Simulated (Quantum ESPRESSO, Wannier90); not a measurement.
## Wannier functions of NaI (rock salt)

```
begin unit_cell_cart
ang
    0.0000000000    3.2186550000    3.2186550000
    3.2186550000    0.0000000000    3.2186550000
    3.2186550000    3.2186550000    0.0000000000
end unit_cell_cart
begin atoms_frac
Na   0.0000000000  0.0000000000  0.0000000000
I    0.5000000000  0.5000000000  0.5000000000
end atoms_frac
```

Cell from Materials Project (mp-23268), symmetrised, no further relaxation. COD (Crystallography Open Database) has an entry of this formula and space group (matched by these alone). Level: PBEsol, no spin polarisation, no spin-orbit coupling; pw.x of Quantum ESPRESSO at 71 Ry with PseudoDojo potentials, 8×8×8 k-points, Wannier90. Density: 8×8×8 mesh, cold smearing 0.01 Ry. Spin-orbit coupling is left out although heavy elements are present.

Bands 5-8 form an isolated set from -11.11 to 0.00 eV relative to the valence-band maximum (on the path) and are turned into 4 Wannier functions by minimising the spread from the start: sp3 on I.

Centres (Cartesian, Å; one of the equivalent choices) and spreads:

| n | x | y | z | spread (Å²) | nearest atom |
|---|---|---|---|---|---|
| 1 | 3.548 | 3.548 | 3.548 | 1.759 | I2 |
| 2 | 3.548 | 2.889 | 2.889 | 1.759 | I2 |
| 3 | 2.889 | 3.548 | 2.889 | 1.759 | I2 |
| 4 | 2.889 | 2.889 | 3.548 | 1.759 | I2 |

Ω_I = 5.74 Å², Ω_total = 7.04 Å²; the interpolated bands follow pw.x to 0.4 meV rms on the path. It is the lowest total spread that any start reached here.
